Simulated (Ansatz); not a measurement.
Bi started on a Ti site and Bi started on a Ti site, 5.50 Å apart on the ideal sites in cubic perovskite SrTiO3, 40 atoms, charge 0

The calculation used Ansatz 0.2.0, DFT, PBEsol, PAW, plane waves.

Command:

```sh
ansatz run in.yaml --threads 8 --pin off --max-ram 13300MiB --runs-dir r --events-out ev --progress --plain
```

The input less its lattice and atoms:

```yaml
crystal:
  symmetry: { detect: false }
kpoints:
  mp_grid: { grid: [1, 1, 1], shift: [0.25, 0.25, 0.25] }
hamiltonian:
  xc: pbesol
scf:
  occupations: { method: fermi_dirac, width: 0.01 }
relax:
  f_tol: 0.03
  max_steps: 80
  escape_saddle: false
  adjacent_minimum: "off"
output:
  forces: true
  eigenvalues: true
  populations: true
```

Start:

```xyz
40
Lattice="7.7828 0.0000 0.0000 0.0000 7.7828 0.0000 0.0000 0.0000 7.7828" Properties=species:S:1:pos:R:3 pbc="T T T"
Sr    7.7758    7.7536    0.0062
Sr    0.0103    0.0097    3.8855
Sr    0.0071    3.9021    7.7670
Sr    7.7822    3.8853    3.8787
Sr    3.9034    7.7588    0.0326
Sr    3.9357    7.7820    3.8590
Sr    3.8602    3.9085    0.0277
Sr    3.8878    3.8884    3.9199
Bi    1.9605    1.9400    1.9847
Bi    1.9211    5.8163    5.8311
Ti    1.9479    1.9289    5.8205
Ti    1.9335    5.8127    1.9307
Ti    5.8330    1.9339    1.9131
Ti    5.8550    1.9611    5.7975
Ti    5.8078    5.8438    1.9346
Ti    5.7935    5.8552    5.8205
O     1.9443    1.9399    0.0203
O     1.9728    1.9548    3.8618
O     1.9472    5.8269    0.0122
O     1.9358    5.8421    3.8929
O     5.8385    1.9558    0.0169
O     5.8192    1.9272    3.9078
O     5.8185    5.8236    7.7698
O     5.8698    5.8445    3.8401
O     0.0173    1.9534    1.9414
O     7.7690    1.9314    5.8422
O     0.0274    5.8196    1.9468
O     0.0059    5.8550    5.8554
O     3.8671    1.9548    1.9248
O     3.8944    1.9384    5.8119
O     3.8782    5.8562    1.9263
O     3.8778    5.8685    5.8331
O     1.9717    7.7477    1.9602
O     1.9626    0.0103    5.8559
O     1.9352    3.9068    1.9406
O     1.9307    3.9034    5.8336
O     5.8276    7.7802    1.8960
O     5.8446    0.0181    5.8480
O     5.8349    3.8884    1.9552
O     5.8454    3.8875    5.8078
```

Steps:

```
 step  energy less the first (eV)  largest force component (eV/Å)
start                       0.000                           4.917
    1                      -1.967                           2.156
    2                      -2.899                           0.528
    3                      -3.278                           0.436
    4                      -3.699                           0.583
    5                      -4.112                           0.592
    6                      -4.647                           0.537
    7                      -5.095                           0.505
    8                      -5.267                           0.935
    9                      -5.366                           0.268
   10                      -5.367                           0.463
   11                      -5.367                           0.463
   12                      -5.432                           0.168
   13                      -5.443                           0.178
   14                      -5.452                           0.075
   15                      -5.455                           0.077
   16                      -5.457                           0.098
   17                      -5.457                           0.087
   18                      -5.458                           0.057
   19                      -5.459                           0.021
   20                      -5.459                           0.021
```

A structure on the way, about -5.37 eV from the start:

```xyz
40
Lattice="7.7828 0.0000 0.0000 0.0000 7.7828 0.0000 0.0000 0.0000 7.7828" Properties=species:S:1:pos:R:3 pbc="T T T"
Sr    7.6481    0.0165    7.7653
Sr    7.7022    7.7460    3.8486
Sr    7.6366    3.8707    7.7359
Sr    7.6787    3.7393    3.8782
Sr    3.9693    0.0917    7.7759
Sr    4.0459    7.7702    3.9467
Sr    3.9298    3.9651    0.0120
Sr    3.9942    3.8750    3.9100
Bi    1.9672    1.9326    1.9320
Bi    1.9409    5.8297    5.8126
Ti    1.8885    1.9352    5.8228
Ti    1.8441    5.8435    1.9211
Ti    5.8221    1.9013    1.9100
Ti    5.7859    1.9371    5.8157
Ti    5.7757    5.7826    1.9463
Ti    5.8446    5.8265    5.8324
O     1.8554    1.3471    7.5943
O     2.0567    2.4808    4.0447
O     2.1868    6.2999    0.0257
O     1.7283    5.3260    3.8299
O     5.9625    1.9524    7.7821
O     5.6945    1.9345    3.9199
O     5.6604    5.8233    7.7746
O     6.0400    5.8641    3.9078
O     7.6299    1.7065    2.1888
O     7.7606    1.9682    5.7364
O     7.7801    6.1447    1.8044
O     7.7083    5.8704    6.1134
O     4.0693    2.4020    1.8298
O     3.9169    1.9172    5.9601
O     3.9632    5.5576    2.1015
O     3.9727    5.8357    5.5815
O     2.2919    7.5851    2.3936
O     1.9369    0.0380    5.2474
O     1.7333    4.0593    1.4123
O     1.9429    3.8349    6.3637
O     5.5763    0.0088    1.9235
O     5.8488    7.7735    5.8624
O     6.1443    3.9353    1.9554
O     5.8313    3.9037    5.8225
```

End:

```xyz
40
Lattice="7.7828 0.0000 0.0000 0.0000 7.7828 0.0000 0.0000 0.0000 7.7828" Properties=species:S:1:pos:R:3 pbc="T T T"
Sr    7.6252    7.7617    7.7671
Sr    7.7201    7.7136    3.8742
Sr    7.6155    3.9509    7.7817
Sr    7.6605    3.7767    3.9227
Sr    3.9832    0.1103    0.0002
Sr    4.0492    7.7428    3.8730
Sr    3.9383    3.9531    0.0015
Sr    4.0414    3.8908    3.8125
Bi    1.9281    1.9434    1.9315
Bi    1.9481    5.8241    5.8130
Ti    1.8734    1.9335    5.8218
Ti    1.8907    5.8424    1.9240
Ti    5.8557    1.9065    1.8915
Ti    5.7664    1.9383    5.8010
Ti    5.8060    5.8023    1.9398
Ti    5.8300    5.8267    5.8280
O     1.8020    1.3577    7.5801
O     2.1955    2.4380    4.0647
O     2.1467    6.3282    0.0305
O     1.7585    5.3054    3.8138
O     6.1136    1.9833    0.0121
O     5.5676    1.9159    3.9405
O     5.6929    5.7938    7.7646
O     5.9952    5.8970    3.8925
O     7.6023    1.8443    2.4188
O     7.7688    1.8544    5.6189
O     7.7702    6.0213    1.7803
O     7.7012    5.9777    6.0196
O     4.0530    2.2193    1.7113
O     3.9323    2.0313    6.1114
O     3.9369    5.6991    2.0724
O     3.9752    5.6853    5.6021
O     2.1233    7.6002    2.4493
O     2.0496    0.0349    5.2887
O     1.8295    4.0686    1.3954
O     1.8253    3.8264    6.3476
O     5.6980    0.0085    1.8819
O     5.7387    7.7742    5.8991
O     6.0199    3.9312    1.9966
O     5.9371    3.9018    5.8000
```

The run converged.

Time: 61 s of wall time on 8 threads of a Platinum 8488C processor, on a host shared with other runs; peak host memory 1 GiB.

How much energy did the relaxation gain, and which atom moved most?

5.46 eV in 20 steps, from a start with small random displacements (the gain also holds any tilting of the ideal host); atom 17 (O) moved 0.64 Å, the median atom 0.18 Å (drift of the whole cell removed).

The one k point has no symmetry partners, which can distort the end along one axis.
